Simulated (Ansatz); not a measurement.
## Property card for Ga

Ga:
```
Ga
1.0
    2.23927    -3.79776     0.00000
    2.23927     3.79776     0.00000
    0.00000     0.00000     4.48584
Ga
4
Cartesian
  2.23927  -1.18454   1.86900
  2.23927   1.18454   2.61684
  2.23927  -2.61323   4.11192
  2.23927   2.61323   0.37392
```

Space group Cmce (No. 64), α-Ga; conventional cell a = 4.479 Å, b = 7.596 Å, c = 4.486 Å, α = β = γ = 90.00°.

Method: the program Ansatz at the PBEsol level (PAW). Geometry: relaxed at this level of theory. Other levels are named where they apply.

**Cell and energy**

```yaml
volume_per_atom: 19.07 Å³
density: 6.07 g/cm³
```

**Electronic structure**

```yaml
electronic_character: metallic (no gap)
Density of states at the Fermi level: 0.16 states/eV per atom (mean over ±0.08 eV)
Gap with spin–orbit coupling: none (metallic)
```

**Mechanics**

```yaml
Bulk modulus (Birch–Murnaghan fit): 59.8 GPa
Pressure derivative B′: 5.1
Elastic constants (relaxed ions, GPa): C11 = 96.2, C22 = 130, C33 = 103, C12 = 32.3, C13 = 44.3, C23 = 30.7, C44 = 41.5, C55 = 43.0, C66 = 33.2
mechanical_stability: stable (all eigenvalues of C positive)
hill_bulk_and_shear_moduli: 60.3 and 37.6 GPa
Young's modulus: 93.4 GPa
Poisson's ratio: 0.24
debye_temperature_from_the_elastic_constants: 308 K
```

**Phonons**

```yaml
highest_zone_centre_frequency: 236 cm^-1
zone_centre_stability: no imaginary mode at Γ
```

The PBEsol relaxation kept the symmetry of its start. As this level gives no gap, shear constants depend on the k-mesh and smearing (Fermi–Dirac, 0.1 eV here). As this level gives no gap, phonon frequencies hold no LO–TO term and depend on the k-mesh and smearing (Fermi–Dirac, 0.1 eV here). Axis ratios of metals converge slowly with the k-mesh, so a and c are less sure than the volume. Spin–orbit coupling is left out wherever it is not named.

Potentials: the later of the program's two PAW sets.
